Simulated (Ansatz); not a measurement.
Hf: clamped-ion strain scan

Method: DFT PBEsol, scalar-relativistic, plane waves, PAW in Ansatz 0.2.0. Settings: plane waves to 420 eV, k-mesh 18×18×10 (Γ-centred), Gaussian smearing 0.15 eV. Spin–orbit coupling is left out, which can shift energies with elements as heavy as these. No spin polarisation. Energies are free energies at this smearing, counted from the undisturbed cell; pressure is positive in compression.

The starting cell (as given, not relaxed at this level; it stands at -3.8 GPa):

```yaml
crystal:
  lattice:
    - [3.19670, 0.00000, 0.00000]
    - [-1.59835, 2.76842, 0.00000]
    - [0.00000, 0.00000, 5.05780]
  atoms:
    - { symbol: Hf, position: [0.33333, 0.66667, 0.25000] }
    - { symbol: Hf, position: [0.66667, 0.33333, 0.75000] }
```

The cell is strained by ε times the Voigt pattern (1, 1, 0, 0, 0, 0) (xx, yy, zz, yz, xz, xy; engineering shear) with fractional coordinates fixed. The cell is metallic on the mesh throughout.

```
      ε  ΔE (meV/atom)
-0.1500          808.0
-0.1125          396.4
-0.0750          137.7
-0.0375           11.5
 0.0000            0.0
 0.0375           82.1
 0.0750          237.3
 0.1125          447.0
 0.1312          566.7
 0.1500          694.8
```

(1) Predict the pressure (GPa) at each point.

Answers

(1)
```tsv
ε	pressure (GPa)
-0.1500	50.5
-0.1125	30.9
-0.0750	16.3
-0.0375	4.9
0.0000	-3.8
0.0375	-10.1
0.0750	-14.6
0.1125	-17.6
0.1312	-18.7
0.1500	-19.5
```